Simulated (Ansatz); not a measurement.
# Ansatz run, Ba₃ScSi₂

The input, for Ansatz 0.2.0 (plane waves, PAW):

```yaml
crystal:
  lattice:
    - [6.731197, 0.0, 0.0]
    - [-3.365598, 5.82939, 0.0]
    - [0.0, 0.0, 4.098747]
  atoms:
    - { symbol: Sc, position: [0.0, 0.0, 0.0] }
    - { symbol: Ba, position: [0.5, 0.0, 0.5] }
    - { symbol: Ba, position: [0.5, 0.5, 0.5] }
    - { symbol: Ba, position: [0.0, 0.5, 0.5] }
    - { symbol: Si, position: [0.3333, 0.6667, 0.0] }
    - { symbol: Si, position: [0.6666, 0.3333, 0.0] }
  symmetry: { tolerance: 0.0003 }
kpoints:
  mp_grid: { grid: [6, 6, 8], shift: [0, 0, 0] }
  band_path:
    path:
      - [0.0, 0.0, 0.0]
      - [0.49999992, 1.0e-07, 0.0]
      - [0.33333328, 0.33333349, 0.0]
      - [0.0, 0.0, 0.0]
      - [0.0, 0.0, 0.5]
      - [0.49999992, 1.0e-07, 0.5]
      - [0.33333328, 0.33333349, 0.5]
      - [0.0, 0.0, 0.5]
      - [0.49999992, 1.0e-07, 0.5]
      - [0.49999992, 1.0e-07, 0.0]
      - [0.33333328, 0.33333349, 0.5]
    npoints: 6
magnetization:
  noncollinear: true
  spin_orbit: true
scf:
  occupations: { method: fermi_dirac }
  lower_state_search: "off"
  max_iter: 200
hamiltonian:
  pseudopotentials: { kind: paw_fr }
  xc: lda
basis:
  ecutwfc: 420
  fft_grid_basis: typed
output:
  forces: true
  stress: true
  eigenvalues: true
  bader: true
  populations: true
  elf: true
  write_potential: true
  volumetric_format: npy
  dos:
    e_range: [-12, 8]
    de: 0.05
    projected: { site_lists: { Ba: [Ba], Sc: [Sc], Si: [Si] } }
    method: { smearing: { sigma: 0.1, scheme: gaussian } }
checkpoint:
  read: saved_state
```

The saved state is an earlier solution for the same cell, perhaps on another mesh. The state carries no moments; the state need not be the lowest.

Output (shortened):

```
Warning: the atoms were moved onto the symmetric positions of the space group found under crystal.symmetry.tolerance 3.0e-4 (fractional; no operation is sought that the atoms, as they stand in a round, miss by more than twice it, and no atom is moved by as much as it), and the run uses the moved positions.
Pseudopotentials: kind: paw_fr
Pseudopotential: Sc, paw_fr, valence charge 11, recommended cutoff 420 eV (normal), Sc.paw.azcp#standard-fr
Pseudopotential: Ba, paw_fr, valence charge 10, recommended cutoff 420 eV (normal), Ba.paw.azcp#standard-fr
Pseudopotential: Si, paw_fr, valence charge 4, recommended cutoff 420 eV (normal), Si.paw.azcp#standard-fr
Functional definition: SPW92
  exchange = slater_x
  correlation = pw_c
Crystal: 6 atoms, lattice volume = 160.830 Å³
Basis set: ecut = 420 eV, 3157 PW (Γ)
Bands: 62, of which v1, the nominal top of the filled ones, is band 49 counted from 1 (48 counted from 0)
Symmetry: 24 space group operations + 24 with time reversal
Magnetic group: BNS 191.234 (UNI 1464), of the structure as read, at distance tolerance 1.6e-3 Å
k-points: 35 of 288
Initial density: read from a saved state, or passed on in memory by an earlier SCF of this step, an earlier step, the calling program or the single point that the run made first
Functional: x = slater, c = lda
SCF iter   1: F=—  Δρ=2.09e-3  dr2=1.10e-2  dr2_m=0.00e0 (ungated)  |M|=0.00e0 ∫|m|=0.00e0 μB
SCF iter   2: F=—  Δρ=1.22e-3  dr2=1.85e-3  dr2_m=0.00e0 (ungated)  |M|=0.00e0 ∫|m|=0.00e0 μB
SCF iter   3: F=—  Δρ=7.99e-4  dr2=9.50e-4  dr2_m=0.00e0 (ungated)  |M|=0.00e0 ∫|m|=0.00e0 μB
SCF iter   4: F=—  Δρ=1.03e-4  dr2=5.72e-5  dr2_m=0.00e0 (ungated)  |M|=0.00e0 ∫|m|=0.00e0 μB
SCF iter   5: F=—  Δρ=2.25e-5  dr2=1.30e-6  dr2_m=0.00e0 (ungated)  |M|=0.00e0 ∫|m|=0.00e0 μB
SCF iter   6: F=-20654.8883 eV  Δρ=4.01e-6  dr2=5.20e-8  dr2_m=0.00e0 (ungated)  |M|=0.00e0 ∫|m|=0.00e0 μB
Magnetization: |M| = 0.0000 μB,  M = (+0.0000, +0.0000, +0.0000) μB
Absolute magnetization: 0.0000 μB (∫|m|)
  site 0: m = (+0.0000, +0.0000, +0.0000) μB, |m| = 0.0000 μB  (R = 1.60 Å)
  site 1: m = (+0.0000, +0.0000, +0.0000) μB, |m| = 0.0000 μB  (R = 1.16 Å)
  site 2: m = (+0.0000, +0.0000, +0.0000) μB, |m| = 0.0000 μB  (R = 1.16 Å)
  site 3: m = (+0.0000, +0.0000, +0.0000) μB, |m| = 0.0000 μB  (R = 1.16 Å)
  site 4: m = (+0.0000, +0.0000, +0.0000) μB, |m| = 0.0000 μB  (R = 1.16 Å)
  site 5: m = (+0.0000, +0.0000, +0.0000) μB, |m| = 0.0000 μB  (R = 1.16 Å)
Free energy (F): -20654.8883 eV
Harris-Foulkes:  -20654.8883 eV  (|F-HF|=3.58e-8)
Internal energy: -20654.7127 eV  (E = F + TS)
E sigma→0 (E₀):  -20654.8005 eV
Entropy (-TS):   -0.1756 eV (-29.271 meV/atom)
Fermi energy:    10.1878 eV
--- Per-component energies (eV) ---
  E_band       = -216.4410
  E_kinetic    = 869.9701
  E_local      = -1695.2909  (includes V_loc(G=0)·N_el)
  E_nonlocal   = 330.8586
  E_hartree    = 580.5403
  E_xc         = -722.6696
  E_vxc        = -642.2648  (∫ρ·V_xc dr)
  E_paw        = -17070.4774  (= ΣΔE_a)
  E_vpaw       = -240.7941  (= ΣTr[D̂ρ^β])
  E_aug_tail   = 0.0000  (compensation charges beyond the density's cutoff)
  E_ewald      = -2948.9694
  E_core_change = 1.3256  (= ΣΔE_core)
  E_smearing   = -0.1756  (= −TS)
--- Stress (GPa, compression-positive) ---
       10.6335       0.0000       0.0000
        0.0000      10.6335       0.0000
        0.0000       0.0000      21.2588
  P = ⅓ Tr σ = 14.1753 GPa (141.753 kbar)
--- Bader charges: 6 sites ---
  site symbol  charge [e]  shift [e]  m_x [muB]  m_y [muB]  m_z [muB]
     0     Sc      0.4035     0.0000     0.0000     0.0000     0.0000
     1     Ba      0.5840     0.0007     0.0000     0.0000     0.0000
     2     Ba      0.5840     0.0007     0.0000     0.0000     0.0000
     3     Ba      0.5840     0.0007     0.0000     0.0000     0.0000
     4     Si     -1.0779     0.0011     0.0000     0.0000     0.0000
     5     Si     -1.0778     0.0011     0.0000     0.0000     0.0000
```

Absolute energies hang on the potentials; compare differences alone.

Origin: a known structure type with other elements, at an estimated volume, so it need not be a known compound. Caveats: started without moments under time reversal, so no moment could form.
